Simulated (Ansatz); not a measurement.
Data:

BAs:
```cif
data_As4B4
_chemical_formula_sum 'B4 As4'
_space_group_name_H-M_alt 'P42/mnm'
_space_group_IT_number 136
_space_group_name_Hall '-P 4n 2n'
_cell_length_a 5.83712
_cell_length_b 5.83712
_cell_length_c 3.36198
_cell_angle_alpha 90.000
_cell_angle_beta 90.000
_cell_angle_gamma 90.000
loop_
_atom_site_label
_atom_site_type_symbol
_atom_site_symmetry_multiplicity
_atom_site_Wyckoff_symbol
_atom_site_fract_x
_atom_site_fract_y
_atom_site_fract_z
_atom_site_occupancy
B1 B 4 g 0.17729 0.17729 0.50000 1
As1 As 4 f 0.31841 0.31841 0.00000 1
```

This is the PBEsol-relaxed structure.

Question: All from the program Ansatz at the PBEsol level (PAW), unless another level is named. Predict the electronic dielectric constant ε∞ (DFPT).

Answer: 9.86 (xx = yy), 8.74 (zz).

Question: What about the Born charges (a third of the trace)?

Answer: B -0.42, As +0.42 e.

Question: Predict the static dielectric constant ε0 (ions relaxed, cell fixed).

Answer: 9.96 (xx = yy), 8.82 (zz).

Space group P4_2/mnm. The start of the workflow was typed in or built on a structure type; neither database checked (COD, Materials Project) lists it. It is not the phase usual at ambient conditions (space group No. 216). The PBEsol relaxation kept the symmetry of its start; phonons on a q-mesh show no instability. Scalar-relativistic: spin–orbit coupling is off unless named, which matters more the heavier the elements.

Potentials: the later of the program's two PAW sets.
